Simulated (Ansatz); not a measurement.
# Lattice vibrations of LaZr2O2 at Γ

Method: DFT PBE, scalar-relativistic, plane waves, PAW in Ansatz 0.2.0. Plane waves to 420 eV; Γ-centred k mesh 12×12×12; Gaussian smearing of 0.10 eV. No spin polarisation. Phonons by linear response, acoustic sum rule imposed.

Equilibrium structure at this level:
```xyz
5
Lattice="1.6866 0.9738 8.3388 -1.6866 0.9738 8.3388 0.0000 -1.9476 8.3388" Properties=species:S:1:pos:R:3 pbc="T T T"
La    0.0000    0.0000    0.0000
Zr    0.0000    0.0000   19.5785
Zr    0.0000    0.0000    5.4379
O     0.0000    0.0000   10.0314
O     0.0000    0.0000   14.9851
```

It was reached by relaxing an invented guess, and it needn't be the stable form of this composition. In a metal, frequencies depend on the k mesh and the smearing, soft modes most.

**Question.** Is this structure stable against zone-centre distortions?

**Answer.** Yes, at Γ: no optical mode is imaginary. Strains and other wave vectors aren't tested by this run.

**Question.** List the optical modes at Γ (i marks imaginary ones).

**Answer.**
| frequency (cm⁻¹) | degeneracy |
| --- | --- |
| 101 | 2 |
| 107 | 2 |
| 165 | 1 |
| 203 | 1 |
| 338 | 2 |
| 353 | 2 |
| 364 | 1 |
| 372 | 1 |
